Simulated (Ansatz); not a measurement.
**GdCu3 in the AuCu3-type structure**

Level of theory: DFT, PBEsol, scalar-relativistic, collinear spin; plane waves to 420 eV with PAW datasets (Ansatz 0.2.0), 8×8×8 k-mesh, Gaussian smearing of 0.05 eV; PAW files: Ansatz's generated set soft_2.

```
Gd Cu
1.0
     4.03610    0.00000    0.00000
     0.00000    4.03610    0.00000
     0.00000    0.00000    4.03610
Gd Cu
1 3
Direct
  0.00000 0.00000 0.00000
  0.00000 0.50000 0.50000
  0.50000 0.50000 0.00000
  0.50000 0.00000 0.50000
```

The cell came from substitution into a structure type; whether the compound takes it is for experiment to say.

Magnetic state: ferromagnetic, site spin moments Gd 6.99; Cu 0.06 μB.

Question: Which orbitals carry the states at the Fermi level, and how many states are there?

Answer: Within 0.1 eV of it: Gd 5d 45 %, Cu 4s 22 %, Cu 3d 21 % (shares among the projected shells). The density of states at the Fermi level is about 2.7 states/eV per cell, averaged over 0.3 eV.

Density of states (tetrahedra, averaged over 0.3 eV; states/eV per cell of 4 atoms; energy in eV from the Fermi level):

```
E (eV)   DOS
 -5.80   0.6
 -5.50   0.7
 -5.20   0.9
 -4.90   1.5
 -4.60   7.1
 -4.30  21.8
 -4.00   6.5
 -3.70  11.2
 -3.40  16.0
 -3.10  16.2
 -2.80  25.4
 -2.50  14.1
 -2.20   8.2
 -1.90   1.7
 -1.60   1.0
 -1.30   0.8
 -1.00   0.5
 -0.70   1.9
 -0.40   3.2
 -0.10   2.6
  0.20   2.9
  0.50   4.4
  0.80  22.1
  1.10   4.7
  1.40   2.8
  1.70   1.9
  2.00   1.2
  2.30   1.0
  2.60   0.9
  2.90   0.8
  3.20   0.7
  3.50   1.1
  3.80   1.7
  4.10   1.4
  4.40   2.2
  4.70   2.4
  5.00   2.6
```

Without a U the 4f levels of Gd lie too near the Fermi level, so their share of the states there, and what hangs on it, is overstated. Scalar-relativistic only: spin–orbit splittings of the heavy atoms' levels are missing. Site moments are of spin, integrated over atomic spheres. No antiparallel order was tried.
